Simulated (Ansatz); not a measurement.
NbSi2:
```xyz
3
Lattice="4.4008 0.0000 0.0000 -2.2004 3.8112 0.0000 0.0000 0.0000 2.6560" Properties=species:S:1:pos:R:3 pbc="T T T"
Nb     0.0000     0.0000     0.0000
Si     0.0000     2.5408     1.3280
Si     2.2004     1.2704     1.3280
```

Relaxed with PBE. Special points in fractions of this cell's reciprocal vectors: Γ (0.000, 0.000, 0.000); M (0.500, 0.000, 0.000); K (0.333, 0.333, 0.000); A (0.000, 0.000, 0.500); L (0.500, 0.000, 0.500); H (0.333, 0.333, 0.500).

List the band energies nearest the Fermi level at these points for the program Ansatz at the PBE level (PAW).

In eV from the Fermi level; about four levels below and three above (degenerate sets whole), none deeper than 8.9 eV; points with the same levels are listed once.

| k | below | above |
|---|---|---|
| Γ | -5.10 -3.21 -0.56 -0.56 | 2.92 2.92 4.02 4.02 |
| M | -5.09 -4.62 -2.09 -1.53 | 2.18 2.68 2.79 |
| K | -7.10 -2.72 -1.77 -1.77 | 2.41 2.41 3.00 |
| A | -1.41 -1.41 -1.21 -1.21 -0.89 | 0.58 5.79 7.25 7.25 |
| L | -5.75 -5.09 -4.99 -4.95 | 0.53 0.62 0.95 |
| H | -4.83 -4.83 -3.14 -0.78 | 0.05 0.05 1.41 1.41 |

Space group P6/mmm. The cell is a constructed one: a structure type filled with these elements; neither database checked (COD, Materials Project) lists it. COD files the formula under space group No. 180, 181, so this cell is another polymorph or a model. Its standing as an ambient phase is unchecked. The PBE relaxation kept the symmetry of its start; its stability against distortions is not shown here. No spin polarisation was allowed. Spin–orbit coupling is left out wherever it is not named.

Potentials: the later of the program's two PAW sets.
